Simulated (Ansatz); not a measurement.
SnCl2 (space group Pnma)

```
SnCl2
1.0
    7.47652     0.00000     0.00000
    0.00000     4.28524     0.00000
    0.00000     0.00000     8.93671
Sn Cl
4 8
Direct
  0.76593   0.75000   0.58478
  0.23407   0.25000   0.41522
  0.73407   0.25000   0.08478
  0.26593   0.75000   0.91522
  0.52092   0.25000   0.84297
  0.47908   0.75000   0.15703
  0.97908   0.75000   0.34297
  0.02092   0.25000   0.65703
  0.14165   0.25000   0.07798
  0.85835   0.75000   0.92202
  0.35835   0.75000   0.57798
  0.64165   0.25000   0.42202
```

A phonon eigenvector at Γ is frozen into this cell: atom i moves by Q times the vector below, so Q is the largest atomic displacement, in Å. The cell is held.

```json
[
 {"atom": "Sn1", "x": "0.000", "y": "-1.000", "z": "0.000"},
 {"atom": "Sn2", "x": "0.000", "y": "1.000", "z": "0.000"},
 {"atom": "Sn3", "x": "0.000", "y": "-1.000", "z": "0.000"},
 {"atom": "Sn4", "x": "0.000", "y": "1.000", "z": "0.000"},
 {"atom": "Cl9", "x": "0.000", "y": "0.250", "z": "0.000"},
 {"atom": "Cl10", "x": "0.000", "y": "-0.250", "z": "0.000"},
 {"atom": "Cl11", "x": "0.000", "y": "0.250", "z": "0.000"},
 {"atom": "Cl12", "x": "0.000", "y": "-0.250", "z": "0.000"}
]
```

Atoms not listed stay in place.

Computed with LDA (plane waves to 420 eV, PAW, scalar-relativistic; Ansatz, a first-principles code). k mesh 4×6×3 (Γ-centred), Fermi-Dirac smearing 0.05 eV. Compression counts positive. SnCl2 was relaxed with its symmetry unable to fall. The relaxed volume of SnCl2 is well below the measured one. 

| Q (Å) | P (GPa) |
|---|---|
| -0.280 | ? |
| -0.233 | 0.56 |
| -0.187 | 0.36 |
| -0.140 | 0.20 |
| -0.093 | 0.09 |
| -0.047 | 0.02 |
| 0.000 | 0.00 |
| 0.047 | 0.02 |
| 0.093 | 0.09 |
| 0.140 | 0.20 |
| 0.187 | 0.36 |
| 0.233 | 0.56 |
| 0.280 | ? |

Task: Fill in the missing entries.

Result: 
- -0.280, P (GPa): 0.81
- 0.280, P (GPa): 0.81

(For displaced atoms, the force is minus the slope of the energy, and its curvature is a force constant, which sets phonon frequencies.)
